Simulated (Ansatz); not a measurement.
Given:

TiGeO3:
```cif
data_GeO3Ti
_chemical_formula_sum 'Ti1 Ge1 O3'
_space_group_name_H-M_alt 'P4mm'
_space_group_IT_number 99
_space_group_name_Hall 'P 4 -2'
_cell_length_a 3.71553
_cell_length_b 3.71553
_cell_length_c 4.48409
_cell_angle_alpha 90.000
_cell_angle_beta 90.000
_cell_angle_gamma 90.000
loop_
_atom_site_label
_atom_site_type_symbol
_atom_site_symmetry_multiplicity
_atom_site_Wyckoff_symbol
_atom_site_fract_x
_atom_site_fract_y
_atom_site_fract_z
_atom_site_occupancy
Ti1 Ti 1 b 0.50000 0.50000 0.48101 1
Ge1 Ge 1 a 0.00000 0.00000 0.08275 1
O1 O 1 b 0.50000 0.50000 0.85989 1
O2 O 2 c 0.00000 0.50000 0.34117 1
```

This is the PBEsol-relaxed structure.

Task: All from the program Ansatz at the PBEsol level (PAW), unless another level is named. Give the bulk modulus (Birch–Murnaghan fit).

Result: 62.0 GPa.

Task: Predict the highest zone-centre frequency (without LO–TO term).

Result: 822 cm^-1.

The start of the workflow was typed in or built on a structure type; neither database checked (COD, Materials Project) lists it. Whether it is the stable phase at ambient conditions was not checked. The PBEsol relaxation kept the symmetry of its start. At this level the phase is dynamically unstable (imaginary phonons). The workflow began spin-polarised and lost its moments.

Potentials: the earlier of the program's two PAW sets. The files were generated under PBE; for other functionals the program regenerates the frozen cores, and for LDA and PBEsol the local potential too.
